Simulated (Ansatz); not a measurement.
# TiO₂, first-principles data

TiO2:
```
CELL_PARAMETERS angstrom
      4.80445     0.00000     0.00000
      0.00000     4.86676     0.00000
     -0.86515     0.00000     4.96648
ATOMIC_POSITIONS crystal
  Ti 0.27700 0.44548 0.71460
  Ti 0.72300 0.55452 0.28540
  Ti 0.72300 0.94548 0.78540
  Ti 0.27700 0.05452 0.21460
  O  0.44635 0.74204 0.96328
  O  0.55365 0.25796 0.03672
  O  0.55365 0.24204 0.53672
  O  0.44635 0.75796 0.46328
  O  0.06348 0.32225 0.35236
  O  0.93652 0.67775 0.64764
  O  0.93652 0.82225 0.14764
  O  0.06348 0.17775 0.85236
```

Space group P2_1/c (No. 14); conventional cell a = 4.8045 Å, b = 4.8668 Å, c = 5.0413 Å, α = γ = 90.00°, β = 99.88°.

Method: r²SCAN (plane waves, PAW; program Ansatz). The cell and atoms are relaxed at this level. Other levels are named where they apply.

### Cell and energy

Volume per atom: 9.68 Å³
Density: 4.57 g/cm³
Formation energy from the elements (no fitted shifts): -3.25 eV/atom

### Electronic structure

* **Band gap**: 2.70 eV (indirect)
* **Valence-band maximum**: at Γ
* **Conduction-band minimum**: at Y2 (k = 0.500, 0.000, 0.000 in fractions of the reciprocal vectors)
* **Smallest direct gap on the standard path**: 2.81 eV
* **Electron effective mass**: 1.6, 1.6, 13 mₑ (principal values)
* **Hole effective mass**: 0.49 along x, 2.9 along y, 2.5 along z (mₑ)
* **HSE06 gap on the r²SCAN cell**: 3.84 eV

### Mechanics

* **Elastic constants (relaxed ions, GPa)**: C11 = 361, C22 = 400, C33 = 287, C12 = 141, C13 = 68.5, C23 = 137, C44 = 63.6, C55 = 100, C66 = 125, C15 = 59.3, C25 = 10.9, C35 = -12.3, C46 = 0.2
* **Mechanical stability**: stable (all eigenvalues of C positive)
* **Hill bulk and shear moduli**: 187 and 98.7 GPa
* **Young's modulus**: 252 GPa
* **Poisson's ratio**: 0.28
* **Debye temperature from the elastic constants**: 723 K

### Dielectric response

* **Electronic dielectric constant ε∞ (DFPT)**: 6.96 (xx), 7.19 (yy), 6.51 (zz)
* **Static dielectric constant ε0 (ions relaxed, cell fixed)**: 29.6 (xx), 28.5 (yy), 20.8 (zz)
* **Born charges (a third of the trace)**: Ti +5.46, O -2.83 to -2.63 e

### Phonons

- Highest zone-centre frequency (without LO–TO term): 795 cm^-1
- Zone-centre stability: no imaginary mode at Γ

### Charges

* **Bader charges**: Ti +2.34, O -1.21 to -1.13 e

The first step of the workflow began from a Materials Project structure, measured or hypothetical; the Crystallography Open Database files this formula in space group No. 14, but the cells were not matched. It is not the phase usual at ambient conditions (space group No. 61, 136, 141). The r²SCAN relaxation kept the symmetry of its start. The run is not spin-polarised. The references are the lowest solids computed at this level, not always the standard phases (solids in place of the gases).

Potentials: the earlier of the program's two PAW sets. The files were generated under PBE; for other functionals the program regenerates the frozen cores, and for LDA and PBEsol the local potential too.
